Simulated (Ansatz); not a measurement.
Zr:
```xyz
2
Lattice="3.2465 0.0000 0.0000 -1.6232 2.8115 0.0000 0.0000 0.0000 5.1521" Properties=species:S:1:pos:R:3 pbc="T T T"
Zr     0.0000     1.8744     1.2880
Zr     1.6232     0.9372     3.8641
```

Relaxed with r²SCAN.

Map the valence electron density (e/Å³), cut off at 3 on the plane through (0.333, 0.667, 0.250) spanned by u = [1, 1, 0] and v = [1, -1, 0] in lattice vectors, from the program Ansatz at the r²SCAN level (PAW).

x is the fraction of u, y of v (the angle between them is 90°; rows are the nearest grid lines); atoms in the plane: Zr at (0.00, 0.00), Zr at (0.50, 0.50).
```
|@@@@=.     .=@@@@|
|@@@%-.     .-%@@@|
|@@@*:       :*@@@|
|==:.         .:==|
|..             ..|
|                 |
|                 |
|       ...       |
|     .:===:.     |
|    .-*@@@*-.    |
|    :*@@@@@*:    |
|   .=@@@@@@@=.   |
|   .-%@@@@@%-.   |
|    :*@@@@@*:    |
|    .-*@@@*-.    |
|     .:===:.     |
|       ...       |
|                 |
|                 |
|..             ..|
|==:.         .:==|
|@@@*:       :*@@@|
|@@@@=.     .=@@@@|
|@@@@=.     .=@@@@|
```
Scale: ten equal steps from 0.128 (start of ' ') to 3.00 (end of '@'), in the order ' .:-=+*#%@'; x runs from 0.000 to 1.00, y from 0.000 (bottom) to 1.00 (top).

The density is the valence pseudo-density with augmentation charge, so density and ELF within about 1 Å of a nucleus are not all-electron values.

Space group P6_3/mmc (hcp (Mg type)). The r²SCAN relaxation kept the symmetry of its start; of distortions, only those at the zone centre were tested. The run is not spin-polarised.

Potentials: the earlier of the program's two PAW sets.
